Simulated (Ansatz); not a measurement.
Y3Si5 in space group P-62m (No. 189; Y on 3f, Si on 2d, Si on 3g) at seven volumes, plane-wave PAW r²SCAN (Ansatz code), shape and atoms relaxed at each. One row is withheld.

| V (Å³/atom) | P (GPa) |
|---|---|
| 18.087 | 8.62 |
| 18.684 | 5.15 |
| 19.280 | 2.34 |
| 19.876 | 0.00 |
| 20.473 | ? |
| 21.069 | -4.06 |
| 21.665 | -5.79 |

Question: Fit the shown pressures and predict the withheld one.

Answer: P = (3/2)B₀(x^(7/2) − x^(5/2))[1 + (3/4)(B′ − 4)(x − 1)] with x = (V₀/V)^(2/3). Least squares on the six rows gives V₀ = 19.853 Å³/atom, B₀ = 77.3 GPa, B′ = 3.73. At V = 20.473, x = 0.9797 and P = -2.24 GPa. The run itself gave -2.16 GPa.

The start of the workflow was typed in or built on a structure type; neither database checked (COD, Materials Project) lists it. Whether it is the stable phase at ambient conditions was not checked. The r²SCAN relaxation kept the symmetry of its start; its stability against distortions is not shown here. The run is not spin-polarised.

Potentials: the later of the program's two PAW sets.
